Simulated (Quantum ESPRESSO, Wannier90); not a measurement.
Nb$_{2}$O$_{5}$ (C2/m), plane waves to Wannier functions

```
begin unit_cell_cart
ang
    0.0000000000    3.8588200000    0.0000000000
   -0.0588440000    0.0000000000    4.0181890000
    6.5037450000   -1.9294100000    0.0000000000
end unit_cell_cart
begin atoms_frac
Nb  -0.1465200000 -0.0680600000 -0.2930400000
Nb   0.1465200000  0.0680600000  0.2930400000
O   -0.1490400000  0.4843700000 -0.2980800000
O    0.1490400000 -0.4843700000  0.2980800000
O    0.0000000000  0.0000000000  0.0000000000
O   -0.3149000000  0.0054300000  0.3702000000
O    0.3149000000 -0.0054300000 -0.3702000000
end atoms_frac
```

Cell from Materials Project (mp-1595), symmetrised, no further relaxation. Not found in the COD (Crystallography Open Database) copy used, which has the formula in other groups; not checked further. Computed values, not measurements, from PBEsol: Quantum ESPRESSO (norm-conserving PseudoDojo potentials, cutoff 68 Ry, no spin polarisation, no spin-orbit coupling) on a Γ-centred 6×6×6 mesh, then Wannier90. Density: 8×8×8 mesh, cold smearing 0.01 Ry.

A tight-binding model is made by disentanglement and projection with no localisation steps (num_iter = 0), so the 25 orbitals stay atom-like: hydrogen-like Nb: d; O: p, axes along x, y, z; frozen window up to 3.65 eV relative to the valence-band maximum. It follows pw.x to 0.3 meV rms for states up to 3.1 eV relative to the valence-band maximum. Matrix elements depend on this choice of orbitals and windows.

### Question
What are the on-site energies relative to the valence-band maximum, and how fast do the hoppings decay?

### Answer
| atom | orbitals | energy (eV) |
|---|---|---|
| Nb1 | dz2 | 5.41 |
| Nb1 | dxz | 2.64 |
| Nb1 | dyz | 2.62 |
| Nb1 | dx2-y2 | 4.51 |
| Nb1 | dxy | 2.48 |
| Nb2 | dz2 | 5.41 |
| Nb2 | dxz | 2.64 |
| Nb2 | dyz | 2.62 |
| Nb2 | dx2-y2 | 4.51 |
| Nb2 | dxy | 2.48 |
| O3 | pz | -0.97 |
| O3 | px py | -0.75 |
| O4 | pz | -0.97 |
| O4 | px py | -0.75 |
| O5 | pz | -1.18 |
| O5 | px | -1.64 |
| O5 | py | -1.44 |
| O6 | pz | -1.37 |
| O6 | px | -1.90 |
| O6 | py | -2.02 |
| O7 | pz | -1.37 |
| O7 | px | -1.90 |
| O7 | py | -2.02 |

```
distance of the centres (Å)  largest modulus (eV)
---------------------------  --------------------
1–2                                           3.7
2–3                                           2.3
3–4                                          0.31
4–5                                          0.15
5–6                                         0.042
6–7                                         0.033
7–8                                        0.0075
8–9                                        0.0047
9–10                                       0.0045
10–11                                      0.0024
```
